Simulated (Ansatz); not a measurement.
SrO:
```yaml
crystal:
  lattice:
    - [0.00000, 2.59749, 2.59749]
    - [2.59749, 0.00000, 2.59749]
    - [2.59749, 2.59749, 0.00000]
  atoms:
    - { symbol: Sr, position: [0.00000, 0.00000, 0.00000] }
    - { symbol: O, position: [0.50000, 0.50000, 0.50000] }
```

Tensor components refer to the Cartesian frame of this cell.

**Question.** Give the high-frequency dielectric tensor and the Born effective charge tensors of the independent atoms from DFPT, PBE (plane waves, PAW; program Ansatz).

**Answer.** 
ε∞:
```
3.79  0.00  0.00
0.00  3.79  0.00
0.00  0.00  3.79
```
Z* of atom 1 (Sr), rows: field, columns: displacement, in e:
```
2.44  0.00  0.00
0.00  2.44  0.00
0.00  0.00  2.44
```
Z* of atom 2 (O), rows: field, columns: displacement, in e:
```
-2.44   0.00   0.00
 0.00  -2.44   0.00
 0.00   0.00  -2.44
```

Static charges for comparison (Bader): Sr1 +1.49, O2 -1.49 e. Born charges measure polarisation by displacement and can exceed these by far.

Space group Fm-3m (rock salt). The cell was relaxed with PBE under the symmetry of its start. Scalar-relativistic: spin–orbit coupling is off unless named, which matters more the heavier the elements.

Potentials: the later of the program's two PAW sets.
